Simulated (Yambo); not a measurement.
```xyz
2
Lattice="0.0000 2.2265 2.2265 2.2265 0.0000 2.2265 2.2265 2.2265 0.0000" Properties=species:S:1:pos:R:3 pbc="T T T"
B      0.0000     0.0000     0.0000
P      3.3397     3.3397     3.3397
```

The PBEsol cell relaxed from Materials Project entry mp-1479 was given an isotropic strain of -1.5 % on all lattice vectors, and the atoms were relaxed again.

Q: Where are the main features of Im ε from TDDFT with the long-range kernel (α = 0.36, from Botti's fit to the run's own RPA ε∞) on PBEsol bands shifted by a G0W0 scissor of 0.90 eV (Yambo; 16×16×16 mesh, 15 bands, 4 Ry local-field block, 0.2 eV broadening; field along x)?

A: Peaks at 6.4 eV (35), 9.1 eV (6.2), heights in brackets. Peak heights and small wiggles depend on the k mesh. Convergence of the RPA response with its 16×16×16 mesh was not tested. The scissor comes from a G0W0 run whose convergence isn't established. The kernel mimics continuum excitons only.
